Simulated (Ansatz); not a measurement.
Polymorphs of NiSb, each relaxed with the program Ansatz at the r²SCAN level (PAW):

A: P6_3/mmc
a = b = 3.905 Å, c = 10.621 Å, α = β = 90.00°, γ = 120.00°

| atom | site | symmetry | x | y | z |
|---|---|---|---|---|---|
| Ni | 4f | 3m. | 0.3333 | 0.6667 | 0.1288 |
| Sb | 2a | -3m. | 0.0000 | 0.0000 | 0.0000 |
| Sb | 2d | -6m2 | 0.6667 | 0.3333 | 0.2500 |

B: NiAs type (P6_3/mmc)
a = b = 3.9301 Å, c = 5.1237 Å, α = β = 90.00°, γ = 120.00°

| atom | site | symmetry | x | y | z |
|---|---|---|---|---|---|
| Ni | 2a | -3m. | 0.0000 | 0.0000 | 0.0000 |
| Sb | 2c | -6m2 | 0.3333 | 0.6667 | 0.2500 |

Task: Order them by energy per atom at 0 K (lowest first) at the level r²SCAN.

Result: B (+0 meV/atom), A (+193 meV/atom)

Standing as an ambient phase not checked: A. Began spin-polarised and lost the moments: A. All cells were relaxed under the symmetry of their starts (and spin orders); stability against distortions was not tested throughout. Rows with no word on spin ran without spin polarisation. Spin–orbit coupling is left out wherever it is not named.

Energies hold the estimated change up to a 700 eV cutoff; steps of a few meV lie near the error of the meshes.

Potentials: the later of the program's two PAW sets.
